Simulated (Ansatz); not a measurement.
## Is this CaIr₂S₄ structure a true minimum?

It was reached by relaxing an invented guess, and it needn't be the stable form of this composition.

Computed with DFT PBE, scalar-relativistic, plane waves, PAW (Ansatz 0.2.0). Settings: cutoff 420 eV, Γ-centred mesh 6×6×6 on the computed 14-atom cell, Gaussian smearing of 0.02 eV; no spin polarisation.

The cell below (14 atoms, space group Fd-3m (No. 227)) is relaxed within its symmetry.

```
CELL_PARAMETERS angstrom
0.00000 5.24858 5.24858
5.24858 0.00000 5.24858
5.24858 5.24858 0.00000
ATOMIC_POSITIONS crystal
Ca 0.25000 0.25000 0.25000
Ca 0.00000 0.00000 0.00000
Ir 0.12500 0.62500 0.62500
Ir 0.62500 0.62500 0.12500
Ir 0.62500 0.62500 0.62500
Ir 0.62500 0.12500 0.62500
S 0.39748 0.39748 0.39748
S 0.85252 0.44245 0.85252
S 0.39748 0.39748 0.80755
S 0.85252 0.85252 0.85252
S 0.44245 0.85252 0.85252
S 0.85252 0.85252 0.44245
S 0.39748 0.80755 0.39748
S 0.80755 0.39748 0.39748
```

For the test it was strained at random (σ = 1.5 % a component), the atoms were moved at random (σ = 0.15 Å), and all was relaxed again on a coarse 2×2×2 mesh (in the run’s order of axes) with 0.10 eV smearing, with no symmetry imposed.

These runs have no spin–orbit coupling, which can matter for Ir.

Task: What happens?

Result: It returns, within 1 meV/atom of the unmoved cell on that mesh and with the same symmetry when read at 0.1 Å (Imma at 0.01 Å, so small strains and shifts remain). No instability shows in this cell; modes of other wave vectors, which need another repeat, aren't tested.
